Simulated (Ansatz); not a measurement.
A distorted cell of BN (h-BN type, space group P6_3/mmc):

```yaml
crystal:
  lattice:
    - [2.50580, 0.00000, 0.00000]
    - [-1.25290, 2.17009, 0.00000]
    - [0.00000, 0.00000, 6.61621]
  atoms:
    - { symbol: B, position: [0.23541, 0.59498, 0.23892] }
    - { symbol: B, position: [0.66667, 0.33333, 0.75000] }
    - { symbol: N, position: [0.33333, 0.66667, 0.75000] }
    - { symbol: N, position: [0.66667, 0.33333, 0.25000] }
```

The numbers are results of PBE-D3(BJ) (plane waves to 420 eV, PAW, scalar-relativistic; Ansatz, a quantum-chemistry and plane-wave program), not measurements. k mesh 12×12×4 (Γ-centred), Fermi-Dirac smearing 0.05 eV. Energies are smeared free energies. Stress and pressure are positive under compression. BN was relaxed with its symmetry unable to fall. The PAW data are Ansatz's earlier set.

Problem. What forces act on the atoms (eV/Å, Cartesian)?

Solution. 
| atom | Fx | Fy | Fz |
|---|---|---|---|
| B1 | 10.152 | 6.689 | 0.591 |
| B2 | 0.000 | 0.000 | -0.069 |
| N3 | 0.003 | -0.002 | 0.054 |
| N4 | -10.155 | -6.687 | -0.577 |

Problem. Give the stress tensor in GPa and the pressure.

Solution. 
```
   28.0     15.2     -3.3
   15.2      4.8     -2.2
   -3.3     -2.2     -0.3
```
The pressure, a third of the trace, is 10.8 GPa.

Problem. In it atom 1 sits (-0.156, -0.156, -0.073) Å away from its relaxed site. What is its energy relative to the relaxed cell?

Solution. 1216 meV/cell.

(A displaced cell: forces are minus the slopes of the energy, force constants its curvatures, and phonons follow from these.)
